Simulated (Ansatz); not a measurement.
Rb2LiScF6:
```
Rb2LiScF6
1.0
    0.00000     4.15349     4.15349
    4.15349     0.00000     4.15349
    4.15349     4.15349     0.00000
Rb Li Sc F
2 1 1 6
Cartesian
  2.07674   2.07674   2.07674
  6.23023   6.23023   6.23023
  4.15349   4.15349   4.15349
  0.00000   0.00000   0.00000
  4.15349   4.15349   2.02521
  4.15349   4.15349   6.28177
  2.02521   4.15349   4.15349
  6.28177   4.15349   4.15349
  4.15349   2.02521   4.15349
  4.15349   6.28177   4.15349
```

Relaxed with r²SCAN. Special points in fractions of this cell's reciprocal vectors: Γ (0.000, 0.000, 0.000); X (0.500, 0.000, 0.500); U (0.625, 0.250, 0.625); K (0.375, 0.375, 0.750); L (0.500, 0.500, 0.500); W (0.500, 0.250, 0.750).

Question: List the band energies nearest the valence-band maximum at these points for r²SCAN in the plane-wave PAW code Ansatz.

Answer: In eV from the valence-band maximum; about four levels below and three above (degenerate sets whole), none deeper than 8.9 eV; points with the same levels are listed once.

```json
[
 {"k": "Γ", "below": "-0.16 -0.16 -0.16 0.00 0.00 0.00", "above": "7.58 7.58 7.58"},
 {"k": "X", "below": "-0.52 -0.52 -0.39 -0.39 -0.02", "above": "7.64 7.74 7.74"},
 {"k": "U", "below": "-0.39 -0.38 -0.36 -0.10", "above": "7.66 7.72 7.72"},
 {"k": "L", "below": "-0.26 -0.26 -0.25 -0.25 -0.21", "above": "7.66 7.66 7.67"},
 {"k": "W", "below": "-0.54 -0.43 -0.19 -0.19", "above": "7.69 7.69 7.74"}
]
```

Space group Fm-3m. The workflow started from a Materials Project entry (that database holds measured and hypothetical structures alike); the Crystallography Open Database copy checked does not list it. Its standing as an ambient phase is unchecked. The r²SCAN relaxation kept the symmetry of its start; whether a distortion lowers the energy is not shown. The run is not spin-polarised. Scalar-relativistic: spin–orbit coupling is off unless named, which matters more the heavier the elements.

Potentials: the later of the program's two PAW sets.
